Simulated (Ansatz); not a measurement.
Solid CO2: from lattice energy to sublimation

Computed with DFT PBE+D3(BJ), scalar-relativistic, plane waves, PAW in Ansatz.

Plane waves to 420 eV, a k mesh through Γ of 4×4×4 on the computed 12-atom cell and Gaussian smearing (0.02 eV); no spin polarisation.

```
CELL_PARAMETERS angstrom
5.71689 0.00000 0.00000
0.00000 5.71689 0.00000
0.00000 0.00000 5.71689
ATOMIC_POSITIONS crystal
C 0.00000 0.00000 0.00000
C 0.50000 0.00000 0.50000
C 0.50000 0.50000 0.00000
C 0.00000 0.50000 0.50000
O 0.11805 0.11805 0.11805
O 0.38195 0.88195 0.61805
O 0.61805 0.38195 0.88195
O 0.88195 0.61805 0.38195
O 0.88195 0.88195 0.88195
O 0.61805 0.11805 0.38195
O 0.38195 0.61805 0.11805
O 0.11805 0.38195 0.61805
```

The relaxed cell holds 4 CO2 at 46.7 Å³ each. Per molecule the crystal lies 0.2533 eV below the molecule frozen in its crystal shape, and that shape lies 0.0003 eV above the relaxed free molecule.

Task: Put the lattice energy together, estimate the enthalpy of sublimation and the cohesive energy density, and say what binds the crystal.

Result: E_latt = −0.2533 + 0.0003 = -0.2530 eV = -24.4 kJ/mol: the molecule pays 0.1 % of its binding as strain. For rigid molecules with classical lattice modes the gas has 5/2 RT of translation and rotation plus RT of pV, the crystal 5 RT in its lattice modes, so ΔH_sub ≈ −E_latt − (3/2)RT = 24.4 − 3.7 = 20.7 kJ/mol at 298 K (a solid that melts lower is measured colder, with a smaller RT term). The cohesive energy density is −E_latt per molar volume, 24.4 kJ/mol / 28.1 cm³/mol = 868 MPa, and its root, 29 MPa^½, is the solid's counterpart of a solubility parameter (the liquid's is smaller). The D3 term adds -0.171 eV between molecules, 67 % of the binding at this geometry. The share depends on the functional that the correction is paired with. The Kohn–Sham gap is 8.01 eV in the free molecule, 8.02 eV in the molecule frozen in its crystal shape and 6.74 eV on the crystal's mesh. From the frozen molecule to the crystal it shows a narrowing, by band width and the neighbours' field; the polarisation that lowers true ionisation gaps in solids isn't in these levels.

Quantum lattice modes, thermal expansion and changes of the internal vibrations are left out, each worth up to a few kJ/mol.

Cost: 3 runs of about 1.1 core-minutes in all, on Arm Neoverse V2 (shared hosts).